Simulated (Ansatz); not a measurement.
**Phonons of BaFeO₃**

Level of theory: DFT, PBEsol, scalar-relativistic, collinear spin; plane waves to 420 eV with PAW datasets (Ansatz 0.2.0), Gaussian smearing of 0.15 eV. The datasets are Ansatz's generated set soft_2.

```cif
data_structure
_symmetry_space_group_name_H-M 'P 1'
_symmetry_Int_Tables_number 1
_cell_length_a 3.8908
_cell_length_b 3.8908
_cell_length_c 3.8908
_cell_angle_alpha 90.000
_cell_angle_beta 90.000
_cell_angle_gamma 90.000
_cell_volume 58.90
loop_
_atom_site_label
_atom_site_type_symbol
_atom_site_fract_x
_atom_site_fract_y
_atom_site_fract_z
_atom_site_occupancy
Ba1 Ba 0.00000 0.00000 0.00000 1
Fe1 Fe 0.50000 0.50000 0.50000 1
O1 O 0.50000 0.50000 0.00000 1
O2 O 0.00000 0.50000 0.50000 1
O3 O 0.50000 0.00000 0.50000 1
```

The chain of runs began from a cell as deposited in COD, expanded in volume. Of that entry: the entry's cell lengths or inner coordinates differ somewhat from later room-temperature determinations.

Moments typed, the run going on from the state of an earlier one (μB, in the order of the atoms): 0.0, 3.04, 0.0, 0.0, 0.0.

The spin moment ends at 3.49 μB for each cell as shown.

Force constants come from finite displacements in a 2×2×2 supercell (the unit cell's 10×10×10 k-mesh, folded to it); the long-range dipole term is not included. Points in reciprocal vectors of this cell: Γ = (0.000, 0.000, 0.000), X = (0.000, 0.500, 0.000), M = (0.500, 0.500, 0.000), R = (0.500, 0.500, 0.500).

Frequencies at the named points (cm⁻¹, imaginary ones negative):
```
point                                                     ω (cm⁻¹)
    Γ        0 0 0 169 169 169 217 217 217 315 315 315 444 444 444
    X  112 112 152 152 153 255 255 256 331 331 348 371 422 422 451
    M  116 119 119 150 241 244 288 288 347 347 352 380 380 440 444
    R  138 138 138 225 225 225 225 225 336 336 336 400 400 400 455
```

**Question.** Is the structure dynamically stable along this path, and where does the spectrum end?

**Answer.** Yes: no branch is imaginary beyond numerical noise. The highest frequency is 462 cm⁻¹, between Γ and R. Points that don't fit the supercell are interpolated.

**Question.** What does the harmonic approximation give for the vibrational free energy, entropy and heat capacity?

**Answer.** Zero-point energy 51.3 meV/atom.
| T (K) | F_vib (meV/atom) | S (J/K per mole of atoms) | C_V (J/K per mole of atoms) |
| --- | --- | --- | --- |
| 100 | 49.7 | 5.0 | 9.2 |
| 200 | 39.6 | 14.5 | 17.9 |
| 300 | 20.3 | 22.5 | 21.3 |
| 400 | -6.4 | 28.8 | 22.8 |
| 500 | -39.0 | 34.0 | 23.5 |
| 600 | -76.5 | 38.3 | 23.9 |
| 700 | -118.2 | 42.0 | 24.2 |
| 800 | -163.4 | 45.2 | 24.4 |
| 900 | -211.8 | 48.1 | 24.5 |
| 1000 | -263.0 | 50.7 | 24.6 |

The highest mode, 462 cm⁻¹, is worth 660 K. At 300 K the heat capacity has reached 85 % of the classical limit 3R = 24.9 J/K per mole of atoms, since the stiffer modes are still partly frozen out.

The crystal is a metal or nearly so; low and unstable modes depend on mesh and smearing.

Cost: 22 min on 4 threads of Arm Neoverse V1 (shared host), peak memory 5.9 GiB.

Scalar-relativistic only: spin–orbit splittings of the heavy atoms' levels are missing. Site moments are of spin, integrated over atomic spheres. Compounds of this kind are often insulators, Mott or charge-transfer ones with an open 3d shell, so the metal found may come from the functional, which lacks a U or exact exchange, or from the structure. No antiparallel order was tried.
